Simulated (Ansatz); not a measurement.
Here is the system:

TiO2:
```cif
data_O4Ti2
_chemical_formula_sum 'Ti2 O4'
_space_group_name_H-M_alt 'P 1'
_space_group_IT_number 1
_cell_length_a 4.64324
_cell_length_b 4.64324
_cell_length_c 2.96392
_cell_angle_alpha 90.000
_cell_angle_beta 90.000
_cell_angle_gamma 90.000
loop_
_space_group_symop_operation_xyz
  'x, y, z'
loop_
_atom_site_label
_atom_site_type_symbol
_atom_site_fract_x
_atom_site_fract_y
_atom_site_fract_z
_atom_site_occupancy
Ti1 Ti 0.00000 0.00000 0.00000 1
Ti2 Ti 0.50000 0.50000 0.50000 1
O1 O 0.30513 0.30513 0.00000 1
O2 O 0.80513 0.19487 0.50000 1
O3 O 0.19487 0.80513 0.50000 1
O4 O 0.69487 0.69487 0.00000 1
```

This is the PBE-relaxed structure.

Task: All from PBE in the plane-wave PAW code Ansatz, unless another level is named. Give the hole effective mass.

Result: 3.1, 3.1, 5.5 mₑ (principal values).

Task: Next, the electron effective mass?

Result: 0.58, 1.2, 1.2 mₑ (principal values).

Task: Give the band gap.

Result: 1.86 eV (direct).

Space group P4_2/mnm (rutile). The PBE relaxation kept the symmetry of its start. The run is not spin-polarised.

Potentials: the later of the program's two PAW sets.
